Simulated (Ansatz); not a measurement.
**Mg3ZnS4: phonons across the zone**

Level of theory: DFT PBE, scalar-relativistic, plane waves, PAW in Ansatz 0.2.0. Settings: 420 eV plane-wave cutoff, Γ-centred 6×6×2 mesh, fixed occupations. No spin polarisation. Phonons by linear response, acoustic sum rule imposed.

Relaxed structure:
```yaml
crystal:
  lattice:
    - [3.97873, 0.00000, 0.00000]
    - [0.00000, 3.97873, 0.00000]
    - [0.00000, 0.00000, 11.29755]
  atoms:
    - { symbol: Mg, position: [0.00000, 0.00000, 0.00000] }
    - { symbol: Mg, position: [0.50000, 0.50000, 0.25627] }
    - { symbol: Mg, position: [0.50000, 0.50000, 0.74373] }
    - { symbol: Zn, position: [0.00000, 0.00000, 0.50000] }
    - { symbol: S, position: [0.50000, 0.00000, 0.61610] }
    - { symbol: S, position: [0.00000, 0.50000, 0.87182] }
    - { symbol: S, position: [0.50000, 0.00000, 0.12818] }
    - { symbol: S, position: [0.00000, 0.50000, 0.38390] }
```

It was reached by relaxing an invented guess, and it needn't be the stable form of this composition. The q mesh is coarse, so values between its points are rough.

Force constants from linear response on a 2×2×1 q mesh.

(1) Is the structure dynamically stable on the q mesh?

(2) Give the frequencies (cm⁻¹) at the zone-boundary points of high symmetry (interpolated where a point lies off the q mesh).

Answers

(1) Yes, on this mesh: no mode is imaginary. Between the mesh points the interpolation dips to 16i cm⁻¹.

(2)
```
point                  q                                                                                     frequencies
    X  0.000 0.500 0.000       70 77 81 82 83 96 128 141 188 214 247 252 255 283 289 319 319 328 329 331 333 336 347 355
    M  0.500 0.500 0.000  91 110 110 123 135 146 151 151 233 233 265 266 271 285 285 313 313 323 323 329 329 335 335 340
    Z  0.000 0.000 0.500       42 42 57 57 74 90 101 101 117 117 209 248 255 255 296 318 318 322 322 335 335 369 399 418
    R  0.000 0.500 0.500       71 82 83 89 95 97 116 120 196 218 250 251 252 280 287 319 319 328 329 333 339 339 344 351
    A  0.500 0.500 0.500  91 117 117 133 135 135 143 143 235 235 259 274 276 280 283 317 317 321 321 328 333 333 333 338
```
